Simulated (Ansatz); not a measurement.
Ba₂CuHgO₄ in space group P4/mmm (No. 123; Pearson symbol tP8) under volume change, DFT-PBEsol in the program Ansatz with PAW potentials, shape and atoms relaxed at each volume.

| V (Å³/atom) | E − E(relaxed) (meV/atom) | P (GPa) |
|---|---|---|
| 16.125 | 35.9 | 7.53 |
| 16.656 | (withheld) | (withheld) |
| 17.188 | 3.7 | 2.28 |
| 17.720 | 0.0 | 0.00 |
| 18.251 | (withheld) | (withheld) |
| 18.783 | 12.8 | -3.68 |
| 19.314 | 27.5 | -5.13 |

Some entries are withheld; supply them.


- 18.251, E − E(relaxed) (meV/atom): 3.3
- 18.251, P (GPa): -1.97
- 16.656, E − E(relaxed) (meV/atom): 15.4
- 16.656, P (GPa): 4.86

What does a third-order Birch–Murnaghan fit give for V₀, B₀ and B′?

V₀ = 17.73 Å³/atom, B₀ = 69.2 GPa, B′ = 3.1.

The first step of the workflow began from a Materials Project structure, measured or hypothetical; the Crystallography Open Database copy checked does not list it. Its standing as an ambient phase is unchecked. The PBEsol relaxation kept the symmetry of its start; of distortions, only those at the zone centre were tested. No spin polarisation was allowed. No Hubbard U is applied. Spin–orbit coupling is left out wherever it is not named.

Potentials: the later of the program's two PAW sets.
